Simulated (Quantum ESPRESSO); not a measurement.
## GaAlIn2P4 (one run as intended and one with a planted mistake)

Computed values, not a measurement. The program is pw.x of Quantum ESPRESSO 7.5 (plane-wave density functional theory). The cell is made up: 8 atoms on a zincblende/diamond lattice, with randomly drawn elements, strain and displacements, not relaxed. PseudoDojo standard norm-conserving files (v0.5 for PBE, v0.4.1 for LDA and PBEsol) set the functional; there is no spin polarisation, spin-orbit coupling or dispersion term, and the masses in the input are unused placeholders.

Intended input:

```
&control calculation='scf', pseudo_dir='./dojo.nc.sr.pbe.v0_5.standard.upf', outdir='./o', disk_io='medium', tprnfor=.true., tstress=.true. /
&system ibrav=0, nat=8, ntyp=4, nbnd=37, ecutwfc=79.96652505, nosym=.true., tot_charge=0,
 occupations='smearing', smearing='fd', degauss=0.0018374661
/
&electrons conv_thr=7.350e-09, electron_maxstep=60, /
ATOMIC_SPECIES
Al 1.0 Al.upf
Ga 1.0 Ga.upf
In 1.0 In.upf
P 1.0 P.upf
CELL_PARAMETERS angstrom
5.6805 0.0207 0.0807
0.0207 5.6566 -0.0067
0.0807 -0.0067 5.6841
ATOMIC_POSITIONS angstrom
Ga 0.1122 -0.0144 -0.0956
Al -0.0445 2.7033 2.9007
In 2.9864 0.0471 2.8591
In 2.7494 2.8048 0.0818
P 1.5269 1.4705 1.4008
P 1.6132 4.3609 4.2045
P 4.2545 1.3746 4.3297
P 4.3257 4.235 1.5167
K_POINTS automatic
4 4 4 1 1 1
```

The log is shortened where brackets say so; the opening notice, blank lines, dates and the lines on written files are dropped, and the path of the files is cut. It prints rydbergs, bohrs and kilobars, and counts compression as positive stress.

Log of the intended run:

```
     Program PWSCF v.7.5
     Parallel version (MPI & OpenMP), running on       1 processor cores
     Number of MPI processes:                 1
     Threads/MPI process:                     1
     [start-up lines left out]
     bravais-lattice index     =            0
     lattice parameter (alat)  =      10.7357  a.u.
     unit-cell volume          =    1232.2712 (a.u.)^3
     number of atoms/cell      =            8
     number of atomic types    =            4
     number of electrons       =        62.00
     number of Kohn-Sham states=           37
     kinetic-energy cutoff     =      79.9665  Ry
     charge density cutoff     =     319.8661  Ry
     scf convergence threshold =      7.3E-09
     mixing beta               =       0.7000
     number of iterations used =            8  plain     mixing
     Exchange-correlation= PBE
                           (   1   4   3   4   0   0   0)
     [axes and pseudopotential details left out]
   Cartesian axes
     site n.     atom                  positions (alat units)
         1        Ga     tau(   1) = (   0.0197497  -0.0025347  -0.0168277  )
         2        Al     tau(   2) = (  -0.0078330   0.4758400   0.5105868  )
         3        In     tau(   3) = (   0.5256718   0.0082906   0.5032642  )
         4        In     tau(   4) = (   0.4839546   0.4937063   0.0143986  )
         5        P      tau(   5) = (   0.2687679   0.2588402   0.2465715  )
         6        P      tau(   6) = (   0.2839585   0.7676140   0.7400841  )
         7        P      tau(   7) = (   0.7488852   0.2419597   0.7621221  )
         8        P      tau(   8) = (   0.7614180   0.7454528   0.2669724  )
     number of k points=    32  Fermi-Dirac smearing, width (Ry)=  0.0018
                       cart. coord. in units 2pi/alat
        k(    1) = (   0.1228049   0.1252383   0.1233384), wk =   0.0625000
        k(    2) = (   0.1192533   0.1255474   0.3732577), wk =   0.0625000
     [further k points left out]
     Dense  grid:   119097 G-vectors     FFT dimensions: (  64,  64,  64)
     Estimated max dynamical RAM per process >     159.20 MB
     Initial potential from superposition of free atoms
     starting charge      61.9865, renormalised to      62.0000
     Starting wfcs are   47 randomized atomic wfcs
     total cpu time spent up to now is       16.7 secs
     per-process dynamical memory:    93.8 Mb
     Self-consistent Calculation
     iteration #  1     ecut=    79.97 Ry     beta= 0.70
     Davidson diagonalization with overlap
     ethr =  1.00E-02,  avg # of iterations =  4.0
     Threshold (ethr) on eigenvalues was too large:
     Diagonalizing with lowered threshold
     Davidson diagonalization with overlap
     ethr =  6.20E-04,  avg # of iterations =  2.0
     total cpu time spent up to now is       83.3 secs
     total energy              =    -478.76157541 Ry
     estimated scf accuracy    <       0.39557580 Ry
     iteration #  2     ecut=    79.97 Ry     beta= 0.70
     Davidson diagonalization with overlap
     ethr =  6.38E-04,  avg # of iterations =  2.0
     total cpu time spent up to now is      115.7 secs
     total energy              =    -478.86441605 Ry
     estimated scf accuracy    <       0.09454721 Ry
     [iterations 3 to 8 left out]
     iteration #  9     ecut=    79.97 Ry     beta= 0.70
     Davidson diagonalization with overlap
     ethr =  2.32E-10,  avg # of iterations =  3.6
     total cpu time spent up to now is      479.4 secs
     total energy              =    -478.88273586 Ry
     estimated scf accuracy    <       0.00000003 Ry
     iteration # 10     ecut=    79.97 Ry     beta= 0.70
     Davidson diagonalization with overlap
     ethr =  4.41E-11,  avg # of iterations =  2.2
     total cpu time spent up to now is      531.0 secs
     End of self-consistent calculation
     [lines on levels left out]
!    total energy              =    -478.88273587 Ry
     estimated scf accuracy    <          3.5E-09 Ry
     smearing contrib. (-TS)   =      -0.00000000 Ry
     internal energy E=F+TS    =    -478.88273587 Ry
     The total energy is F=E-TS. E is the sum of the following terms:
     one-electron contribution =    -204.07265176 Ry
     hartree contribution      =     142.84034022 Ry
     xc contribution           =    -140.78693184 Ry
     ewald contribution        =    -276.86349249 Ry
     convergence has been achieved in  10 iterations
     Forces acting on atoms (cartesian axes, Ry/au):
     atom    1 type  2   force =    -0.02014245    0.00472883    0.02908793
     atom    2 type  1   force =     0.03258261    0.03952787   -0.02081821
     atom    3 type  3   force =    -0.01908469    0.01366450   -0.04673641
     atom    4 type  3   force =     0.06822483    0.09853757   -0.05741929
     atom    5 type  4   force =    -0.13726484   -0.07673074    0.07658141
     atom    6 type  4   force =    -0.09212853   -0.07283050    0.01942924
     atom    7 type  4   force =     0.09261026    0.02491891    0.04051604
     atom    8 type  4   force =     0.07520281   -0.03181645   -0.04064071
     Total force =     0.297742     Total SCF correction =     0.000193
     Computing stress (Cartesian axis) and pressure
          total   stress  (Ry/bohr**3)                   (kbar)     P=       53.41
   0.00030450   0.00012437  -0.00028649           44.79       18.30      -42.14
   0.00012437   0.00039846  -0.00006466           18.30       58.61       -9.51
  -0.00028649  -0.00006466   0.00038630          -42.14       -9.51       56.83
     init_run     :     15.25s CPU     16.49s WALL (       1 calls)
     electrons    :    499.73s CPU    514.31s WALL (       1 calls)
     forces       :      8.89s CPU      9.03s WALL (       1 calls)
     stress       :     20.16s CPU     21.17s WALL (       1 calls)
     [timing details left out]
     PWSCF        :   9m 4.41s CPU   9m22.09s WALL
     JOB DONE.
```

A second run has one planted mistake: the cell and the positions are scaled by a wrong factor. The input lines that differ, file-writing options aside:

```
- 5.6805 0.0207 0.0807
+ 5.7328 0.0209 0.0814
- 0.0207 5.6566 -0.0067
+ 0.0209 5.7086 -0.0068
- 0.0807 -0.0067 5.6841
+ 0.0814 -0.0068 5.7364
- Ga 0.1122 -0.0144 -0.0956
+ Ga 0.1132 -0.0145 -0.0965
- Al -0.0445 2.7033 2.9007
+ Al -0.0449 2.7282 2.9274
- In 2.9864 0.0471 2.8591
+ In 3.0139 0.0475 2.8854
- In 2.7494 2.8048 0.0818
+ In 2.7747 2.8306 0.0826
- P 1.5269 1.4705 1.4008
+ P 1.5409 1.484 1.4137
- P 1.6132 4.3609 4.2045
+ P 1.628 4.401 4.2432
- P 4.2545 1.3746 4.3297
+ P 4.2936 1.3872 4.3695
- P 4.3257 4.235 1.5167
+ P 4.3655 4.274 1.5307
```

Its log:

```
     Program PWSCF v.7.5
     Parallel version (MPI & OpenMP), running on       1 processor cores
     Number of MPI processes:                 1
     Threads/MPI process:                     1
     [start-up lines left out]
     bravais-lattice index     =            0
     lattice parameter (alat)  =      10.8346  a.u.
     unit-cell volume          =    1266.5970 (a.u.)^3
     number of atoms/cell      =            8
     number of atomic types    =            4
     number of electrons       =        62.00
     number of Kohn-Sham states=           37
     kinetic-energy cutoff     =      79.9665  Ry
     charge density cutoff     =     319.8661  Ry
     scf convergence threshold =      7.3E-09
     mixing beta               =       0.7000
     number of iterations used =            8  plain     mixing
     Exchange-correlation= PBE
                           (   1   4   3   4   0   0   0)
     [axes and pseudopotential details left out]
   Cartesian axes
     site n.     atom                  positions (alat units)
         1        Ga     tau(   1) = (   0.0197439  -0.0025290  -0.0168312  )
         2        Al     tau(   2) = (  -0.0078313   0.4758420   0.5105857  )
         3        In     tau(   3) = (   0.5256727   0.0082848   0.5032602  )
         4        In     tau(   4) = (   0.4839523   0.4937022   0.0144068  )
         5        P      tau(   5) = (   0.2687578   0.2588335   0.2465720  )
         6        P      tau(   6) = (   0.2839494   0.7676052   0.7400824  )
         7        P      tau(   7) = (   0.7488729   0.2419500   0.7621111  )
         8        P      tau(   8) = (   0.7614134   0.7454544   0.2669787  )
     number of k points=    32  Fermi-Dirac smearing, width (Ry)=  0.0018
                       cart. coord. in units 2pi/alat
        k(    1) = (   0.1228055   0.1252407   0.1233408), wk =   0.0625000
        k(    2) = (   0.1192558   0.1255514   0.3732615), wk =   0.0625000
     [further k points left out]
     Dense  grid:   122355 G-vectors     FFT dimensions: (  64,  64,  64)
     Estimated max dynamical RAM per process >     162.93 MB
     Initial potential from superposition of free atoms
     starting charge      61.9865, renormalised to      62.0000
     Starting wfcs are   47 randomized atomic wfcs
     total cpu time spent up to now is       18.1 secs
     per-process dynamical memory:   126.9 Mb
     Self-consistent Calculation
     iteration #  1     ecut=    79.97 Ry     beta= 0.70
     Davidson diagonalization with overlap
     ethr =  1.00E-02,  avg # of iterations =  4.0
     Threshold (ethr) on eigenvalues was too large:
     Diagonalizing with lowered threshold
     Davidson diagonalization with overlap
     ethr =  6.15E-04,  avg # of iterations =  2.0
     total cpu time spent up to now is       96.4 secs
     total energy              =    -478.77079224 Ry
     estimated scf accuracy    <       0.39125738 Ry
     iteration #  2     ecut=    79.97 Ry     beta= 0.70
     Davidson diagonalization with overlap
     ethr =  6.31E-04,  avg # of iterations =  2.2
     total cpu time spent up to now is      129.5 secs
     total energy              =    -478.87311486 Ry
     estimated scf accuracy    <       0.10076784 Ry
     [iterations 3 to 8 left out]
     iteration #  9     ecut=    79.97 Ry     beta= 0.70
     Davidson diagonalization with overlap
     ethr =  2.64E-10,  avg # of iterations =  3.6
     total cpu time spent up to now is      417.7 secs
     total energy              =    -478.89253124 Ry
     estimated scf accuracy    <       0.00000003 Ry
     iteration # 10     ecut=    79.97 Ry     beta= 0.70
     Davidson diagonalization with overlap
     ethr =  4.94E-11,  avg # of iterations =  2.1
     total cpu time spent up to now is      449.6 secs
     End of self-consistent calculation
     [lines on levels left out]
!    total energy              =    -478.89253125 Ry
     estimated scf accuracy    <          4.5E-09 Ry
     smearing contrib. (-TS)   =      -0.00000000 Ry
     internal energy E=F+TS    =    -478.89253125 Ry
     The total energy is F=E-TS. E is the sum of the following terms:
     one-electron contribution =    -208.01613824 Ry
     hartree contribution      =     144.14111950 Ry
     xc contribution           =    -140.67826518 Ry
     ewald contribution        =    -274.33924734 Ry
     convergence has been achieved in  10 iterations
     Forces acting on atoms (cartesian axes, Ry/au):
     atom    1 type  2   force =    -0.01808888    0.00360594    0.02663381
     atom    2 type  1   force =     0.02974875    0.03727262   -0.02068951
     atom    3 type  3   force =    -0.01757498    0.01174324   -0.04325716
     atom    4 type  3   force =     0.06411020    0.09187508   -0.05334481
     atom    5 type  4   force =    -0.12816087   -0.07122249    0.07174400
     atom    6 type  4   force =    -0.08678866   -0.06800584    0.01975224
     atom    7 type  4   force =     0.08739696    0.02444521    0.03622393
     atom    8 type  4   force =     0.06935748   -0.02971377   -0.03706250
     Total force =     0.277982     Total SCF correction =     0.000211
     Computing stress (Cartesian axis) and pressure
          total   stress  (Ry/bohr**3)                   (kbar)     P=       30.86
   0.00015595   0.00011403  -0.00025508           22.94       16.77      -37.52
   0.00011403   0.00024343  -0.00005511           16.77       35.81       -8.11
  -0.00025508  -0.00005511   0.00022995          -37.52       -8.11       33.83
     init_run     :     15.88s CPU     17.90s WALL (       1 calls)
     electrons    :    404.62s CPU    431.46s WALL (       1 calls)
     forces       :      5.25s CPU      5.34s WALL (       1 calls)
     stress       :     20.66s CPU     21.54s WALL (       1 calls)
     [timing details left out]
     PWSCF        :   7m26.85s CPU   7m57.24s WALL
     JOB DONE.
```

```
                                            intended run  run with the mistake
                          free energy (eV)     -6515.532             -6515.665
                    smearing term -TS (eV)        0.0000                0.0000
                            pressure (GPa)          5.34                  3.09
            largest force component (eV/Å)         3.529                 3.295
largest change of a force component (eV/Å)                               0.234
                                iterations            10                    10
```

For scale, a rerun of the intended cell at 1377 eV and a 6 x 6 x 6 mesh moved values by no more than 0.008 eV in energy, 0.02 GPa in stress and 0.002 eV/Å in force.